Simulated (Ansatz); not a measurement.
V$_{2}$O$_{5}$:
```
CELL_PARAMETERS angstrom
      5.74098     1.76940     0.00000
     -5.74098     1.76940     0.00000
     -0.01869     0.00000     4.29945
ATOMIC_POSITIONS crystal
  V  0.35177 0.64823 0.39001
  V  0.64823 0.35177 0.60999
  O  0.50000 0.50000 0.50000
  O  0.81860 0.18140 0.49759
  O  0.18140 0.81860 0.50241
  O  0.35394 0.64606 0.02378
  O  0.64606 0.35394 0.97622
```

Relaxed with r²SCAN+D4.

Q: Give the Bader charges and basin volumes of the independent atoms, plane-wave PAW r²SCAN+D4 (Ansatz code).

A: 

```csv
atom,Bader charge (e),Bader volume (Å³)
V1,+2.32,6.8
O3,-0.98,15.3
O4,-1.10,12.6
O6,-0.74,15.8
```

Space group C2/m. The first step of the workflow began from a Materials Project structure, measured or hypothetical; the Crystallography Open Database copy checked does not list it. COD files the formula under space group No. 31, 59. Its standing as an ambient phase is unchecked. The r²SCAN+D4 relaxation kept the symmetry of its start; whether a distortion lowers the energy is not shown. No spin polarisation was allowed. No Hubbard U is applied.

Potentials: the later of the program's two PAW sets.
